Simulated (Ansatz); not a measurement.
Rh (dhcp (α-La type), P6_3/mmc) at seven volumes, plane-wave PAW r²SCAN+D4 (Ansatz code), shape and atoms relaxed at each. One row is withheld.

```tsv
V (Å³/atom)	P (GPa)
12.388	34.87
12.796	?
13.205	9.57
13.613	0.00
14.021	-7.96
14.430	-14.56
14.838	-20.02
```

Q: Fit the shown pressures and predict the withheld one.

A: P = (3/2)B₀(x^(7/2) − x^(5/2))[1 + (3/4)(B′ − 4)(x − 1)] with x = (V₀/V)^(2/3). Least squares on the six rows gives V₀ = 13.613 Å³/atom, B₀ = 290 GPa, B′ = 5.14. At V = 12.796, x = 1.0421 and P = 21.05 GPa. The run itself gave 21.07 GPa.

The workflow started from a Materials Project entry (that database holds measured and hypothetical structures alike); the Crystallography Open Database copy checked does not list it. It is not the phase usual at ambient conditions (space group No. 225). The r²SCAN+D4 relaxation kept the symmetry of its start; its stability against distortions is not shown here. No spin polarisation was allowed. The pairwise dispersion correction was not fitted to metals.

Potentials: the later of the program's two PAW sets.
